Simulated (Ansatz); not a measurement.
OsN3 (ReO3 type, Pm-3m), plane-wave PAW PBE (Ansatz code), all energies at zero smearing, with the estimated change up to a 700 eV cutoff added, with one set of potentials and settings (totals compare only within such a set). Cell of 4 atoms (1 Os, 3 N): -12531.160 eV.

| element | reference phase | E (eV/atom) |
|---|---|---|
| Os | P6_3/mmc, 2 atoms in the cell | -11384.5491 |
| N | Pa-3, 8 atoms in the cell | -384.0325 |

Formation energy per atom, worked out: (-12531.160 − 1×(-11384.5491) − 3×(-384.0325))/4 = 1.372 eV/atom (132 kJ per mol of atoms), at 0 K, without zero-point energy or fitted corrections.

The start of the workflow was typed in or built on a structure type; neither database checked (COD, Materials Project) lists it. Whether it is the stable phase at ambient conditions was not checked. The cell was relaxed with PBE under the symmetry of its start; whether a distortion lowers the energy is not shown. The workflow began spin-polarised and lost its moments. The cell computed holds one magnetic atom, so no antiferromagnetic order was within reach. Its formation energy is positive at this level, so the cell may be metastable or incomplete. The references are the lowest solids computed at this level, not always the standard phases (solids in place of the gases). Spin–orbit coupling is left out wherever it is not named.

Potentials: the later of the program's two PAW sets.
